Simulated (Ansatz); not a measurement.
Ag:
```xyz
2
Lattice="-2.6648 2.6648 1.3917 2.6648 -2.6648 1.3917 2.6648 2.6648 -1.3917" Properties=species:S:1:pos:R:3 pbc="T T T"
Ag     0.0000     0.0000     0.0000
Ag     0.0000     2.6648     0.6959
```

Relaxed with PBE. Special points in fractions of this cell's reciprocal vectors: Γ (0.000, 0.000, 0.000); X (0.000, 0.000, 0.500); M (-0.500, 0.500, 0.500); Z (0.318, 0.318, -0.318); Z0 (-0.318, 0.682, 0.318); P (0.250, 0.250, 0.250); N (0.000, 0.500, 0.000).

**Question.** List the band energies nearest the Fermi level at these points for PBE with spin–orbit coupling (plane waves, PAW; program Ansatz).

**Answer.** In eV from the Fermi level; about four levels below and three above (degenerate sets whole), none deeper than 8.9 eV; points with the same levels are listed once.

```
k                    below                above
-  -----------------------  -------------------
Γ  -2.81 -2.81 -2.29 -2.29  3.88 3.88 4.29 4.29
X  -2.55 -2.55 -2.55 -2.55  8.72 8.72 8.72 8.72
M  -0.63 -0.63 -0.63 -0.63  1.82 1.82 1.82 1.82
Z  -3.28 -3.28 -2.89 -2.89  2.93 2.93 3.17 3.17
P  -2.81 -2.81 -2.74 -2.74  2.30 2.30 2.31 2.31
N  -2.91 -2.91 -2.66 -2.66  0.57 0.57 2.58 2.58
```

Space group I4_1/amd (β-Sn type). The start of the workflow was typed in or built on a structure type; neither database checked (COD, Materials Project) lists it. It is not the phase usual at ambient conditions (space group No. 225). The cell was relaxed with PBE under the symmetry of its start; its stability against distortions is not shown here. The run is not spin-polarised.

Potentials: the earlier of the program's two PAW sets.
